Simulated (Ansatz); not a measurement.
A geometry of ScOF away from equilibrium: step 2 of the relaxation of a relaxed ScOF cell, doubled along one cell vector, shaken by Gaussian noise of σ = 0.08 Å a coordinate. Level of theory: PBEsol (plane waves to 420 eV, PAW, scalar-relativistic; Ansatz, an electronic-structure program). Γ-centred k-mesh 7×4×5 on the run's cell (coarser than for final values), Fermi–Dirac smearing 0.05 eV.

```xyz
12
Lattice="3.5568 0.0151 -0.0012 -3.5306 6.2559 0.0141 -0.0018 0.0111 5.3228" Properties=species:S:1:pos:R:3 pbc="T T T"
Sc     0.0035    -0.0025     2.6662
Sc    -1.6995     3.2627     2.7849
Sc     0.0808     0.0598    -0.0127
Sc    -1.8188     3.1220     0.1018
O      0.0793     2.1521     4.0367
O     -1.7525     5.2866     4.0346
O      1.7529     1.0191     1.2227
O      0.0617     4.2068     1.2901
F      0.0420     2.0882     1.4215
F     -1.7488     5.2034     1.4230
F      1.8317     1.1334     3.8756
F      0.0443     4.2198     3.9137
```

Problem. Predict the force on each atom, in eV/Å.

Solution. 
| atom | Fx | Fy | Fz |
|---|---|---|---|
| Sc1 | -0.08 | 0.06 | -0.26 |
| Sc2 | 0.20 | 0.29 | 0.08 |
| Sc3 | 0.40 | 0.39 | 0.24 |
| Sc4 | -0.59 | -0.44 | 0.56 |
| O5 | -0.28 | 0.33 | 0.99 |
| O6 | 0.01 | 0.30 | 0.37 |
| O7 | 0.79 | -0.39 | -0.98 |
| O8 | -0.26 | -0.79 | -0.48 |
| F9 | -1.06 | 0.48 | 0.50 |
| F10 | 0.44 | 0.23 | 0.80 |
| F11 | 0.67 | -0.56 | -0.94 |
| F12 | -0.24 | 0.09 | -0.88 |

Problem. What is the pressure?

Solution. +2.5 GPa, compression positive.

Problem. How much energy per atom can still be gained by relaxing?

Solution. about 1.5 eV/atom; the path ends in P2₁/m (No. 11).

No spin polarisation in the result.

The end of the path is a generated cell of ScOF: the first start was made by placing the elements on the sites of a structure type, and the end was not matched to a known phase here, so it may be hypothetical.
